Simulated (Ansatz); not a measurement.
Given:

Ti$_{3}$C$_{2}$O$_{2}$:
```cif
data_C2O2Ti3
_chemical_formula_sum 'O2 Ti3 C2'
_space_group_name_H-M_alt 'P 1'
_space_group_IT_number 1
_cell_length_a 3.00543
_cell_length_b 3.00543
_cell_length_c 10.66487
_cell_angle_alpha 90.000
_cell_angle_beta 90.000
_cell_angle_gamma 120.000
loop_
_space_group_symop_operation_xyz
  'x, y, z'
loop_
_atom_site_label
_atom_site_type_symbol
_atom_site_fract_x
_atom_site_fract_y
_atom_site_fract_z
_atom_site_occupancy
O1 O 0.00000 0.00000 0.67616 1
Ti1 Ti 0.33333 0.66667 0.76080 1
C1 C 0.66667 0.33333 0.88312 1
Ti2 Ti 0.00000 0.00000 0.00000 1
C2 C 0.33333 0.66667 0.11688 1
Ti3 Ti 0.66667 0.33333 0.23920 1
O2 O 0.00000 0.00000 0.32384 1
```

This is the PBEsol-relaxed structure.

Question: All from plane-wave PAW PBEsol (Ansatz code), unless another level is named. Give the electronic character.

Answer: metallic (no gap).

Question: Next, the formation energy from the elements (no fitted shifts)?

Answer: -1.74 eV/atom.

Question: Next, the density of states at the Fermi level?

Answer: 0.15 states/eV per atom (mean over ±0.08 eV).

Space group P-3m1. The start of the workflow was typed in or built on a structure type; neither database checked (COD, Materials Project) lists it. Its standing as an ambient phase is unchecked. Symmetry was held in the PBEsol relaxation; of distortions, only those at the zone centre were tested. The workflow began spin-polarised and lost its moments. A crystal of weakly bound layers computed without a dispersion correction: the cell and the soft elastic constants depend strongly on that. The compound may be a true metal, but semilocal functionals without U, or a wrong spin order, can also close a gap. The references are the lowest solids computed at this level, not always the standard phases (solids in place of the gases).

Potentials: the later of the program's two PAW sets.
